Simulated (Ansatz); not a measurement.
A trial cell of Ti4B, before relaxation:

```cif
data_structure
_symmetry_space_group_name_H-M 'P 1'
_symmetry_Int_Tables_number 1
_cell_length_a 4.7978
_cell_length_b 4.7978
_cell_length_c 4.7978
_cell_angle_alpha 101.643
_cell_angle_beta 101.643
_cell_angle_gamma 126.611
_cell_volume 79.20
loop_
_atom_site_label
_atom_site_type_symbol
_atom_site_fract_x
_atom_site_fract_y
_atom_site_fract_z
_atom_site_occupancy
Ti1 Ti 0.00000 0.69087 0.69087 1
Ti2 Ti 0.00000 0.30913 0.30913 1
Ti3 Ti 0.69087 0.00000 0.69087 1
Ti4 Ti 0.30913 0.00000 0.30913 1
B1 B 0.00000 0.00000 0.00000 1
```

Level of theory: DFT PBE, scalar-relativistic, plane waves, PAW (Ansatz). Cutoff 420 eV, Gaussian smearing, Γ-centred meshes. Cell and atoms relax first on a coarse mesh and then on a finer one. In between, the cell is made exact in the group found at 0.06 Å. In metals the finer mesh still leaves noise of several meV/atom or more. The steps can't lower the symmetry of their start. No spin polarisation in the relaxation; trial moments died out in a coarse test.

A guess keeps its type if space group and coordination stay and the shape of the cell changes little (axis ratios within about 15 %, angles within 6°); the volume may change.

Q: Does it keep its structure type, or change into something else?

A: It doesn't keep its type. The symmetry stays I4/mmm (No. 139). The volume per atom grows by 8.5 %, from 15.8 to 17.2 Å³. The shortest distance goes from 1.87 Å (Ti–B) to 2.14 Å (Ti–B). The ratio c/a of the conventional cell changes by a factor of 0.53. Counting neighbours within 15 % of an atom's shortest distance, the start has B 4, Ti 1 and the end B 4, Ti 1. In detail, at the end Ti is surrounded by 1 B at 2.14 Å, 8 Ti at 2.82–3.03 Å and 1 Ti at 3.41 Å; B is surrounded by 4 Ti at 2.14 Å.

```cif
data_structure
_symmetry_space_group_name_H-M 'P 1'
_symmetry_Int_Tables_number 1
_cell_length_a 5.6328
_cell_length_b 5.6328
_cell_length_c 5.6328
_cell_angle_alpha 93.805
_cell_angle_beta 93.805
_cell_angle_gamma 150.145
_cell_volume 85.96
loop_
_atom_site_label
_atom_site_type_symbol
_atom_site_fract_x
_atom_site_fract_y
_atom_site_fract_z
_atom_site_occupancy
Ti1 Ti 0.00000 0.72182 0.72182 1
Ti2 Ti 0.00000 0.27818 0.27818 1
Ti3 Ti 0.72182 0.00000 0.72182 1
Ti4 Ti 0.27818 0.00000 0.27818 1
B1 B 0.00000 0.00000 0.00000 1
```

The zero of energy is the elements' standard structures at the same level; no fitted shifts are applied.

Q: At what energy does it end?

A: +0.45 eV/atom. The separate elements lie lower, so it is unstable against them.

The last run used a 14×14×14 mesh for its 5-atom cell and Gaussian smearing of 0.10 eV. A structure relaxed within its symmetry needn't be a true minimum. Another cell of Ti4B relaxed alike, in Im-3m, lies 207 meV/atom lower, so this cell isn't the stable form at this level.
